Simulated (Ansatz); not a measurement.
Kick test of a cell of Ga2Ge2O3

It was reached by relaxing an invented guess, and it needn't be the stable form of this composition.

The calculation used Ansatz, DFT PBE, scalar-relativistic, plane waves, PAW. Plane waves to 420 eV, a k mesh through Γ of 12×12×2 on the computed 7-atom cell and Gaussian smearing (0.10 eV); no spin polarisation.

The cell below (7 atoms, space group P-3m1 (No. 164)) is relaxed within its symmetry.

```xyz
7
Lattice="3.0141 0.0000 0.0000 -1.5070 2.6103 0.0000 0.0000 0.0000 14.7130" Properties=species:S:1:pos:R:3 pbc="T T T"
Ga    0.0000    1.7402    1.4166
Ga    1.5070    0.8701   13.2964
Ge    1.5070    0.8701    6.2305
Ge    0.0000    1.7402    8.4825
O     1.5070    0.8701    2.1705
O     0.0000    1.7402   12.5425
O     0.0000    0.0000    0.0000
```

For the test it was strained at random (σ = 1.5 % a component), the atoms were moved at random (σ = 0.15 Å), and all was relaxed again on a coarse 12×12×2 mesh (in the run’s order of axes) with 0.20 eV smearing, with no symmetry imposed.

Weakly bound directions are ill-defined at this level, which has no dispersion term.

Question: Does it come back?

Answer: It doesn't return. The energy falls by 28 meV/atom on that mesh, the volume changes by 1.8 %, and the end has space group P1 (No. 1) at a loose tolerance. Relaxed again on a 12×12×2 mesh with 0.10 eV smearing, the new structure lies 29 meV/atom below the first (mesh in the axes of the run's cell; the cell below is made exact in the group named). Space group P1 (No. 1), triclinic, a = 3.024 Å, b = 3.076 Å, c = 14.401 Å, α = 90.3°, β = 90.6°, γ = 119.4°. Around Ga on its first site lie 4 O at 1.83–1.90 Å; around Ga on its second site lie 3 O at 1.93–1.94 Å and 3 O at 2.13–2.23 Å; around Ge on its first site lie 1 Ge at 2.78 Å and 8 Ge at 2.95–3.08 Å; O on its first site is surrounded by 3 Ga at 1.89–1.90 Å; 3 more sites not described.

Space group P1 (No. 1). a = 3.024 Å, b = 3.076 Å, c = 14.401 Å, α = 90.34°, β = 90.63°, γ = 119.42°
```
atom  site  symmetry       x       y       z
  Ga    1a         1  0.1899  0.0614  0.1000
  Ga    1a         1  0.5153  0.7369  0.8858
  Ge    1a         1  0.5516  0.8754  0.4523
  Ge    1a         1  0.8598  0.4744  0.6110
   O    1a         1  0.8634  0.4038  0.1470
   O    1a         1  0.8412  0.3943  0.8308
   O    1a         1  0.1788  0.0538  0.9731
```
